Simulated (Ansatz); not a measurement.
## Strain and the gap of CrSeTe (Janus 2H monolayer)

CrSeTe (Janus 2H monolayer), relaxed with r2SCAN in Ansatz 0.2.0. The sheet's in-plane cell has a = 3.352 Å, b = 3.352 Å (γ = 120.0°), and its outermost atoms lie 3.24 Å apart along the normal. Around Cr lie 3 Se at 2.44 Å and 3 Te at 2.61 Å; around Se lie 3 Cr at 2.44 Å; around Te lie 3 Cr at 2.61 Å.

The axes x, y and z are those of this cell:
```
Cr Se Te
1.0
     3.35154    0.00000    0.00000
    -1.67577    2.90252    0.00000
     0.00000    0.00000   30.75283
Cr Se Te
1 1 1
Direct
  0.33333 0.66667 0.29549
  0.66667 0.33333 0.34386
  0.66667 0.33333 0.23861
```
The sheet repeats along a and b alone.

Unstrained: With PBE the valence top lies at Γ and the conduction bottom at K, 0.561 eV higher; the smallest vertical gap, at K, is 0.642 eV. With r2SCAN the valence top lies at Γ and the conduction bottom at K, 0.599 eV higher; the smallest vertical gap, at K, is 0.671 eV. The HSE06 gap is direct at K: 1.012 eV. Meshes: PBE 12×12×1, r2SCAN 12×12×1, HSE06 6×6×1. Strains are changes of length per length. After each strain the atoms were relaxed again with r2SCAN within the symmetry that the strain leaves, so tilts or polar shifts that break it weren't tested; points keep the names that they have in the unstrained zone. Spin-unpolarised throughout. Whether this structure exists isn't addressed.

Changes of the least gap in eV (an overlap counts as a negative gap):

| strain | area change (%) | space group | PBE | r2SCAN | HSE06 | energy rise, r2SCAN (meV/atom) |
| --- | --- | --- | --- | --- | --- | --- |
| in-plane biaxial -1.0 % | -2.0 | – | +0.116 | +0.116 | +0.072 | 2.4 |
| in-plane biaxial -4.0 % | -7.8 | – | +0.286 | +0.286 | +0.337 | 42.0 |

In-plane biaxial -1.0 %. r2SCAN: the gap goes from 0.599 to 0.715 eV (+0.116 eV); it turns from indirect (Γ → K) to direct (K). HSE06: the gap goes from 1.012 to 1.084 eV (+0.072 eV). Stress change with r2SCAN, compression positive: xx +1.24, yy +1.24 N/m. For HSE06, dE_g/d ln A = -3.6 eV over this step.

In-plane biaxial -4.0 %. PBE: the gap goes from 0.561 to 0.847 eV (+0.286 eV); it turns from indirect (Γ → K) to direct (K). r2SCAN: the gap goes from 0.599 to 0.885 eV (+0.286 eV); it turns from indirect (Γ → K) to direct (K). HSE06: the gap goes from 1.012 to 1.349 eV (+0.337 eV). Stress change with r2SCAN, compression positive: xx +5.65, yy +5.65 N/m. For HSE06, dE_g/d ln A = -4.1 eV over this step.

No spin-orbit coupling is included; it can move band edges with weight on the heavy atoms by tenths of an eV.

The meshes of the hybrids are coarse, so their gaps aren't converged to the digits shown.
